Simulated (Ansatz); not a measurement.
Each is relaxed and computed with PBE (plane waves, PAW; program Ansatz). Which is the only one with a gap?
(A) GePt, Pnma (Ge on 4c, Pt on 4c)
(B) GeS, Pnma (Ge on 4c, S on 4c)
(C) NiGe, Pnma (Ni on 4c, Ge on 4c)
(D) Co2Si, Pnma (Co on 4c, Co on 4c, Si on 4c)

B, GeS, Pnma (Ge on 4c, S on 4c). GeS: gap 1.24 eV (direct); NiGe: metal; GePt: metal; Co2Si: metal. Spin orders computed, not proven ground states: Co2Si, Pnma (Co on 4c, Co on 4c, Si on 4c) ferromagnetic. Weakly bound layers, chains or molecules computed without a dispersion correction, so cells and soft constants are ill determined: GeS, Pnma (Ge on 4c, S on 4c). All cells were relaxed under the symmetry of their starts (and spin orders); stability against distortions was not tested throughout. Rows with no word on spin ran without spin polarisation. Scalar-relativistic: spin–orbit coupling is off unless named, which matters more the heavier the elements.

Potentials: the earlier of the program's two PAW sets.
